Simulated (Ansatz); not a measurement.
**SiNi2 (Pnma): electronic heat capacity and spin susceptibility from the density of states**

Theory: DFT PBE, scalar-relativistic, plane waves, PAW in Ansatz.

Settings: cutoff 420 eV, Γ-centred mesh 8×10×6 on the computed 12-atom cell, Gaussian smearing of 0.10 eV; no spin polarisation.

Relaxed cell: Pnma, a = 5.022 Å, b = 3.730 Å, c = 7.077 Å, α = 90.00°, β = 90.00°, γ = 90.00°, 12 atoms in the primitive cell. Whether it is the stable form of this composition wasn't checked.

The density of states at the Fermi level is 7.004 states/eV in the cell of 12 atoms (4 formula units; both spins, tetrahedra on a 12×15×9 mesh). Averaged over bins of 0.1 eV the density runs from 4.5 to 6.7 states/eV within 0.2 eV of the Fermi level, so the figure hangs on the exact place of that level.

Task: What Sommerfeld coefficient and Pauli susceptibility does this give?

Result: Per formula unit N(E_F) = 1.751 states/eV. γ = (π²/3) k_B² N(E_F) N_A = 2.357 mJ/(mol K²) per state/eV, so γ = 4.1 mJ/(mol K²), a mole of formula units. χ_P = μ_B² N(E_F) N_A = 3.23×10⁻⁵ emu/mol per state/eV gives 5.7×10⁻⁵ emu/mol. This is the bare band result: a measured γ of the same phase is as a rule larger by a factor 1 + λ from phonons and spin fluctuations, the spin part of χ is larger by the Stoner factor, and a measured χ also holds orbital and core terms. N(E_F) at one energy is sensitive to the mesh where the density of states has sharp peaks.

A ferromagnetic start lost its moments in a first run, so spin was left out; other magnetic orders weren't tried.

Cost: 1 run of about 11 core-minutes, on Intel Xeon Processor @ 2.50GHz (Skylake/Cascade Lake) (shared hosts).